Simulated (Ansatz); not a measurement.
Consider the following.

MgPt:
```
MgPt
1.0
    5.04350     0.00000     0.00000
    0.00000     5.04350     0.00000
    0.00000     0.00000     5.04350
Mg Pt
4 4
Direct
  0.15568   0.34432   0.65568
  0.34432   0.65568   0.15568
  0.65568   0.15568   0.34432
  0.84432   0.84432   0.84432
  0.85249   0.64751   0.35249
  0.64751   0.35249   0.85249
  0.35249   0.85249   0.64751
  0.14751   0.14751   0.14751
```

This is the r²SCAN-relaxed structure.

Question: All from DFT-r²SCAN in the program Ansatz with PAW potentials, unless another level is named. Estimate the density of states at the Fermi level.

Answer: 0.42 states/eV per atom (mean over ±0.08 eV).

Question: Predict the formation energy from the elements (no fitted shifts).

Answer: -0.75 eV/atom.

Space group P2_13. The workflow started from a Materials Project entry (that database holds measured and hypothetical structures alike); the Crystallography Open Database copy checked does not list it. With Mg and Pt taken as one species the cell has the higher symmetry Pa-3, so it may be an ordered model of a mixed-site phase. Whether it is the stable phase at ambient conditions was not checked. The r²SCAN relaxation kept the symmetry of its start; whether a distortion lowers the energy is not shown. The run is not spin-polarised. The references are the lowest solids computed at this level, not always the standard phases. Scalar-relativistic: spin–orbit coupling is off unless named, which matters more the heavier the elements.

Potentials: the later of the program's two PAW sets.
